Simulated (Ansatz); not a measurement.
Sb:
```cif
data_Sb
_chemical_formula_sum 'Sb1'
_space_group_name_H-M_alt 'P 1'
_space_group_IT_number 1
_cell_length_a 3.37579
_cell_length_b 3.37579
_cell_length_c 3.37579
_cell_angle_alpha 60.000
_cell_angle_beta 60.000
_cell_angle_gamma 60.000
loop_
_space_group_symop_operation_xyz
  'x, y, z'
loop_
_atom_site_label
_atom_site_type_symbol
_atom_site_fract_x
_atom_site_fract_y
_atom_site_fract_z
_atom_site_occupancy
Sb1 Sb 0.00000 0.00000 0.00000 1
```

Relaxed with r²SCAN.

Which orbitals make up the states near the Fermi level in the program Ansatz at the r²SCAN level (PAW)?

Within 0.5 eV of the Fermi level: Sb 5p 90 %, Sb 5s 6 %. Projections are on Löwdin-orthogonalised atomic valence shells; empty p or d shells of many metals are not among them.

Tabulate the density of states.

States/eV per cell of 1 atom, in 0.25 eV bins, energy from the Fermi level.

```tsv
E (eV)	total	Sb 5p	Sb 5s
-7.85	0.56	0.02	0.53
-7.60	0.13	0.00	0.13
-7.35	0.00	0.00	0.00
-7.10	0.00	0.00	0.00
-6.85	0.00	0.00	0.00
-6.60	0.00	0.00	0.00
-6.35	0.00	0.00	0.00
-6.10	0.01	0.01	0.00
-5.85	0.11	0.11	0.00
-5.60	0.17	0.17	0.01
-5.35	0.23	0.22	0.01
-5.10	0.31	0.29	0.02
-4.85	0.43	0.40	0.03
-4.60	0.54	0.50	0.04
-4.35	0.75	0.69	0.06
-4.10	0.75	0.67	0.07
-3.85	0.68	0.59	0.08
-3.60	0.53	0.43	0.09
-3.35	0.40	0.32	0.08
-3.10	0.49	0.40	0.08
-2.85	0.51	0.43	0.07
-2.60	0.51	0.43	0.07
-2.35	0.52	0.44	0.07
-2.10	0.51	0.44	0.06
-1.85	0.51	0.43	0.06
-1.60	0.50	0.43	0.06
-1.35	0.52	0.45	0.05
-1.10	0.56	0.48	0.05
-0.85	0.58	0.51	0.05
-0.60	0.59	0.52	0.05
-0.35	0.63	0.56	0.04
-0.10	0.66	0.59	0.04
0.15	0.72	0.65	0.04
0.40	0.81	0.74	0.03
0.65	0.79	0.72	0.03
0.90	0.77	0.70	0.03
1.15	0.74	0.68	0.03
1.40	0.72	0.66	0.02
1.65	0.70	0.64	0.02
1.90	0.68	0.62	0.02
2.15	0.66	0.60	0.02
2.40	0.64	0.59	0.02
2.65	0.62	0.58	0.01
2.90	0.60	0.56	0.01
3.15	0.58	0.55	0.01
3.40	0.57	0.53	0.01
3.65	0.54	0.51	0.01
3.90	0.41	0.39	0.01
4.15	0.34	0.33	0.01
4.40	0.29	0.28	0.00
4.65	0.26	0.24	0.00
4.90	0.28	0.21	0.00
```

Space group Fm-3m (fcc (Cu type)). The cell is a constructed one: a structure type filled with these elements; the Crystallography Open Database files this formula in space group No. 225, but the cells were not matched. It is not the phase usual at ambient conditions (space group No. 166). The cell was relaxed with r²SCAN under the symmetry of its start. At this level the phase is mechanically unstable. Spin–orbit coupling is left out wherever it is not named.

Potentials: the later of the program's two PAW sets.
